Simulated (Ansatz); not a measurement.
# Electric field gradients in In$_{2}$O

Theory: DFT PBE, scalar-relativistic, plane waves, PAW in Ansatz 0.2.0. Plane waves to 420 eV; Γ-centred k mesh 12×12×4; Fermi-Dirac smearing of 0.15 eV. No spin polarisation.

The cell, relaxed at this level:
```
CELL_PARAMETERS angstrom
3.43306 0.00000 0.00000
-1.71653 2.97311 0.00000
0.00000 0.00000 12.70391
ATOMIC_POSITIONS crystal
In 0.00000 0.00000 0.38269
In 0.00000 0.00000 0.61731
In 0.66667 0.33333 0.11604
In 0.33333 0.66667 0.88396
O 0.66667 0.33333 0.30709
O 0.33333 0.66667 0.69291
```

The cell was built by swapping an element in a database structure (itself possibly hypothetical) and relaxing; it need not be the stable form of this composition. In a metal these results depend on the k mesh and the smearing. A semilocal functional can close a gap that the real compound has. Spin–orbit coupling is left out, which matters for gradients at heavy nuclei.

Q: Give V_zz (10²¹ V/m²) and the asymmetry η at each distinct site.

A:
```json
{"atom": "In (atom 1)", "V_zz": "-4.13", "η": "0.00"}
{"atom": "In (atom 3)", "V_zz": "4.78", "η": "0.00"}
{"atom": "O (atom 5)", "V_zz": "-1.16", "η": "0.00"}
```

Cost: 1 run of about 0.16 core-minutes, on Intel Xeon 6975P-C (Granite Rapids) (shared hosts).